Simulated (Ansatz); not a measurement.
# Calculated with Ansatz: K2IBr, relaxation

input.yaml:

```yaml
crystal:
  lattice:
    - [7.989502, 0.0, 0.0]
    - [0.0, 4.899682, 0.0]
    - [4.4e-05, 0.0, 8.260925]
  atoms:
    - { symbol: K, position: [0.53302, 0.0, 0.74363] }
    - { symbol: K, position: [0.99824, 0.5, 0.75634] }
    - { symbol: K, position: [0.53302, 0.0, 0.25638] }
    - { symbol: K, position: [0.99824, 0.5, 0.24366] }
    - { symbol: I, position: [0.17386, 0.0, 0.5] }
    - { symbol: I, position: [0.357, 0.5, 0.0] }
    - { symbol: Br, position: [0.68091, 0.5, 0.5] }
    - { symbol: Br, position: [0.85072, 0.0, 0.0] }
  symmetry: { tolerance: 0.0003 }
kpoints:
  mp_grid: { grid: [4, 6, 4], shift: [0, 0, 0] }
magnetization:
  spin_polarized: false
scf:
  occupations: { method: fermi_dirac }
  lower_state_search: "off"
hamiltonian:
  pseudopotentials: { kind: paw }
  xc: r2scan
basis:
  ecutwfc: 500
  fft_grid_basis: typed
relax:
  max_steps: 80
  cell: { p_target: 0.0 }
output:
  forces: true
  stress: true
  eigenvalues: true
  bader: false
  populations: true
  elf: true
  write_potential: true
  volumetric_format: npy
  dos:
    e_range: [-12, 8]
    de: 0.05
    projected: { site_lists: { Br: [Br], I: [I], K: [K] } }
  write_density: true
checkpoint:
  read: saved_state
```

The command:

```bash
ansatz run input.yaml --threads 2 --pin off --max-ram 2560MiB --backend cpu --events-out ev --progress --plain --runs-dir out
```

Origin of the cell: a known structure type with other elements, at an estimated volume, so it need not be a known compound.

The smearing width isn't typed, so it takes its default of 0.1 eV.

The saved state is a converged single point of the same cell.

Output (shortened):

```
Warning: the atoms were moved onto the symmetric positions of the space group found under crystal.symmetry.tolerance 3.0e-4 (fractional; no operation is sought that the atoms, as they stand i […]
Pseudopotentials: kind: paw
Pseudopotential: K, paw, valence charge 9, recommended cutoff 500 eV (meta_gga), K.paw.azcp
Pseudopotential: I, paw, valence charge 17, recommended cutoff 500 eV (meta_gga), I.paw.azcp
Pseudopotential: Br, paw, valence charge 7, recommended cutoff 500 eV (meta_gga), Br.paw.azcp
Functional definition: r2SCAN
  exchange = r2scan_x(k0 = k0, k1 = k1, a1 = a1)
  correlation = r2scan_c
Crystal: 8 atoms, lattice volume = 323.382 Å³
Basis set: ecut = 500 eV, 8191 PW (Γ), exchange–correlation on 240×144×256 points (64 copies of the dense FFT grid, shifted against one another)
Bands: 51, of which v1, the nominal top of the filled ones, is band 42 counted from 1 (41 counted from 0)
[… 13 lines left out …]
Initial density: read from a saved state, or passed on in memory by an earlier SCF of this step, an earlier step, the calling program or the single point that the run made first
Functional: x = r2scan, c = r2scan; τ floored in thin density (d = 2e-4 eV/Å³)
SCF iter   1: F=-26826.215844 eV  HF=-26826.212420 eV  Δρ=5.06e-4  dr2=3.68e-4  dr2_τ=2.20e-4
SCF iter   2: F=-26826.216243 eV  HF=-26826.216220 eV  Δρ=2.64e-4  dr2=7.35e-5  dr2_τ=6.51e-5
SCF iter   3: F=-26826.216375 eV  HF=-26826.216360 eV  Δρ=7.67e-5  dr2=9.66e-6  dr2_τ=5.13e-6
SCF iter   4: F=-26826.216378 eV  HF=-26826.216378 eV  Δρ=1.05e-5  dr2=4.75e-7  dr2_τ=3.30e-8
SCF iter   5: F=-26826.216378 eV  HF=-26826.216378 eV  Δρ=3.50e-6  dr2=2.79e-8  dr2_τ=7.79e-9
relax step   1: F+E_penalty+E_count = -26826.216378 eV  Δ(F+E_penalty+E_count) = +0.000e0 eV  max|allowed force component| = 3.643e-2 eV/Å  Δτ_max = 0.0000 Å  P = -0.050 GPa  Ω = 323.382 Å³ […]
relax step   2: F+E_penalty+E_count = -26826.225394 eV  Δ(F+E_penalty+E_count) = -9.016e-3 eV  max|allowed force component| = 2.108e-2 eV/Å  Δτ_max = 0.0120 Å  P = -0.030 GPa  Ω = 322.878 Å³ […]
relax step   3: F+E_penalty+E_count = -26826.233979 eV  Δ(F+E_penalty+E_count) = -8.585e-3 eV  max|allowed force component| = 2.891e-2 eV/Å  Δτ_max = 0.0383 Å  P = +0.039 GPa  Ω = 321.167 Å³ […]
relax step   4: F+E_penalty+E_count = -26826.233675 eV  Δ(F+E_penalty+E_count) = +3.046e-4 eV  max|allowed force component| = 2.857e-2 eV/Å  Δτ_max = 0.0388 Å  P = +0.003 GPa  Ω = 322.297 Å³ […]
relax step   5: F+E_penalty+E_count = -26826.235035 eV  Δ(F+E_penalty+E_count) = -1.056e-3 eV  max|allowed force component| = 3.328e-3 eV/Å  Δτ_max = 0.0165 Å  P = +0.005 GPa  Ω = 322.135 Å³ […]
relax step   6: F+E_penalty+E_count = -26826.235059 eV  Δ(F+E_penalty+E_count) = -2.423e-5 eV  max|allowed force component| = 3.332e-3 eV/Å  Δτ_max = 0.0000 Å  P = +0.005 GPa  Ω = 322.135 Å³  stress off target by 5.71e-3 GPa […]
SCF 6 converged in 5 iterations: F = -26826.235059 eV  dr2 = 4.28e-11
basis re-selected at this cell: Δ(F+E_penalty+E_count) = -2.423e-5 eV, ΔP = -0.000 GPa vs the last step (what re-selecting the basis moved, of the pressure what is left beyond the Pulay corre […]
SCF converged after 5 iterations
Free energy (F): -26826.235059 eV
Harris-Foulkes:  -26826.235059 eV  (|F-HF|=3.64e-11)
Internal energy: -26826.235059 eV  (E = F + TS)
E sigma→0 (E₀):  -26826.235059 eV
Fermi energy:    4.026791 eV
--- Per-component energies (eV) ---
  E_band       = -1384.757777
  E_kinetic    = 1662.803691
  E_local      = -7644.195310  (includes V_loc(G=0)·N_el)
  E_nonlocal   = 9.972181
  E_hartree    = 3375.344912
  E_xc         = -1281.332741
  E_vxc        = -1257.215474  (∫ρ·V_xc dr)
  E_paw        = -17371.018398  (= ΣΔE_a)
  E_vpaw       = -980.170450  (= ΣTr[D̂ρ^β])
  E_aug_tail   = -0.000070  (compensation charges beyond the density's cutoff)
  E_vtau       = 73.358101  (kinetic-family band-sum trace: ∫τ·v_τ [+ j·A + Jᵃ·Aᵃ] dr)
  E_ewald      = -5576.854303
  E_core_change = -0.955022  (= ΣΔE_core)
  E_smearing   = -0.000000  (= −TS)
  Σ components = -26826.235059   (vs F -26826.235059, Δ=0.00e0)
--- Forces (eV/Å), atoms counted from 1 ---
  atom   1  K     -0.000253     0.000000    -0.000017
  atom   2  K      0.000253    -0.000000     0.000017
  atom   3  K     -0.000253    -0.000000     0.000017
  atom   4  K      0.000253     0.000000    -0.000017
  atom   5  I      0.001138    -0.000000    -0.000000
  atom   6  I     -0.001138     0.000000     0.000000
  atom   7  Br     0.003332     0.000000    -0.000000
  atom   8  Br    -0.003332    -0.000000     0.000000
  max |Σ_I F_I| component: 4.34e-19 eV/Å
--- Stress (GPa, compression-positive) ---
        0.005714       0.000000      -0.000000
       -0.000000       0.003576      -0.000000
       -0.000000      -0.000000       0.005209
  P = ⅓ Tr σ = 0.0048 GPa (0.048 kbar)
--- Relaxed structure (5 steps of the walk, 4 accepted, 1 SCFs on fresh bases) ---
  F+E_penalty+E_count = -26826.235059 eV   max|allowed force component| = 3.332e-3 eV/Å   (the final SCF, on the basis selected at the relaxed cell)
  cell:  # Å, volume = 322.1349 Å³
    - [8.200584, -2.247e-18, -2.183e-5]
    - [-1.378e-18, 4.741127, -4.211e-18]
    - [2.206e-5, -7.100e-18, 8.285360]
  atoms:
    - { symbol: K, position: [0.532190, 1.508e-19, 0.742998] }
    - { symbol: K, position: [0.999062, 0.5, 0.757002] }
    - { symbol: K, position: [0.532190, -1.508e-19, 0.257002] }
    - { symbol: K, position: [0.999062, 0.5, 0.242998] }
    - { symbol: I, position: [0.178646, 0.0, 0.500000] }
    - { symbol: I, position: [0.352607, 0.5, 4.865e-17] }
    - { symbol: Br, position: [0.685293, 0.5, 0.5] }
    - { symbol: Br, position: [0.845959, 0.0, 4.865e-17] }
--- Löwdin populations: 8 sites ---
  site symbol       q [e]
     0      K      8.2803
     1      K      8.2803
     2      K      8.2803
     3      K      8.2803
     4      I     17.6563
     5      I     17.6563
     6     Br      7.6865
     7     Br      7.6865
  spilling = 0.002303 (of n_electrons = 84.000000)
```

Before:

Space group Pmmn (No. 59); the run's cell has a = 7.990 Å, b = 4.900 Å, c = 8.261 Å, α = 90.00°, β = 90.00°, γ = 90.00°. Shortest distances: Br–K 3.30 Å, I–K 3.50 Å.

The relaxed structure.

Space group Pmmn (No. 59); the run's cell has a = 8.201 Å, b = 4.741 Å, c = 8.285 Å, α = 90.00°, β = 90.00°, γ = 90.00°. Shortest distances: Br–K 3.34 Å, I–K 3.51 Å.

- Free energy lowered by: 2.3 meV/atom
- Volume change: -0.39 %
- Final pressure: 0.00 GPa
- Relaxation steps listed: 6
- Gap on the mesh: 4.41 eV

Caveats: no spin-orbit coupling, though heavy elements are present; the relaxation held the start's symmetry, so the end may be a saddle point.

The run took 3.6 min on 2 threads of Arm Neoverse V2, on a shared host, peak memory 1.4 GiB, from a saved density.
